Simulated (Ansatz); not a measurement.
## Property card for FeAgO2

FeAgO₂:
```cif
data_Ag2Fe2O4
_chemical_formula_sum 'Fe2 Ag2 O4'
_space_group_name_H-M_alt 'P 1'
_space_group_IT_number 1
_cell_length_a 2.81299
_cell_length_b 2.81299
_cell_length_c 12.59224
_cell_angle_alpha 90.000
_cell_angle_beta 90.000
_cell_angle_gamma 120.000
loop_
_space_group_symop_operation_xyz
  'x, y, z'
loop_
_atom_site_label
_atom_site_type_symbol
_atom_site_fract_x
_atom_site_fract_y
_atom_site_fract_z
_atom_site_occupancy
Fe1 Fe 0.00000 0.00000 0.50000 1
Fe2 Fe 0.00000 0.00000 0.00000 1
Ag1 Ag 0.66667 0.33333 0.75000 1
Ag2 Ag 0.33333 0.66667 0.25000 1
O1 O 0.33333 0.66667 0.42114 1
O2 O 0.66667 0.33333 0.57886 1
O3 O 0.66667 0.33333 0.92114 1
O4 O 0.33333 0.66667 0.07886 1
```
The run is spin-polarised; directions of the spins, atom by atom: ↑ ↑ 0 0 0 0 0 0.

Space group P6_3/mmc (No. 194); conventional cell a = b = 2.8130 Å, c = 12.5922 Å, α = β = 90.00°, γ = 120.00°.

Method: DFT-PBEsol in the program Ansatz with PAW potentials. Geometry: relaxed at this level of theory. Other levels are named where they apply.

### Cell and energy

```json
{
  "volume_per_atom": "10.79 Å³",
  "density": "7.53 g/cm³",
  "Formation energy from the elements (no fitted shifts)": "-83 kJ/mol of atoms"
}
```

### Electronic structure

```json
{
 "electronic_character": "metallic (no gap)",
 "Density of states at the Fermi level": "1.1 states/eV per atom (mean over ±0.08 eV)"
}
```

### Magnetism

```json
{
  "magnetic_order": "ferromagnetic",
  "net_moment": "0.26 μB per atom"
}
```

### Mechanics

```json
{
 "Bulk modulus (Birch–Murnaghan fit)": "161 GPa",
 "Pressure derivative B′": "5.9"
}
```

### Charges

```json
{
 "bader_charges": "Fe +1.48, Ag +0.41, O -0.95 e"
}
```

The workflow started from a Materials Project entry (that database holds measured and hypothetical structures alike); the Crystallography Open Database files this formula in space group No. 194, but the cells were not matched. Whether it is the stable phase at ambient conditions was not checked. The cell was relaxed with PBEsol under the symmetry of its start; its stability against distortions is not shown here. Magnetic state: ferromagnetic, chosen from 4 collinear starts compared on coarse meshes (ties went to the first, and starts can fall back to one state), not a proven ground state. No Hubbard U is applied. The compound may be a true metal, but semilocal functionals without U, or a wrong spin order, can also close a gap. The references are the lowest solids computed at this level, not always the standard phases (solids in place of the gases). Spin–orbit coupling is left out wherever it is not named.

Potentials: the later of the program's two PAW sets.
